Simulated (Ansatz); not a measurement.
Question: Each is relaxed and computed with r²SCAN in the plane-wave PAW code Ansatz. Which is the only metal?
(A) SiO2, P3_121 (Si on 3a, O on 6c)
(B) KLaGeS4, P2_1 (Pearson symbol mP14)
(C) HfSiO4, I4_1/amd (Hf on 4a, Si on 4b, O on 16h)
(D) LaSi3Ru, I4mm (La on 2a, Si on 2a, Si on 4b, Ru on 2a)

Answer: D, LaSi3Ru, I4mm (La on 2a, Si on 2a, Si on 4b, Ru on 2a). LaSi3Ru: metal; HfSiO4: gap 6.00 eV (indirect); SiO2: gap 6.60 eV (indirect); KLaGeS4: gap 2.84 eV (indirect). Standing as an ambient phase not checked: LaSi3Ru, I4mm (La on 2a, Si on 2a, Si on 4b, Ru on 2a); KLaGeS4, P2_1 (Pearson symbol mP14). All cells were relaxed under the symmetry of their starts (and spin orders); stability against distortions was not tested throughout. Rows with no word on spin ran without spin polarisation. Scalar-relativistic: spin–orbit coupling is off unless named, which matters more the heavier the elements.

Potentials: the later of the program's two PAW sets.
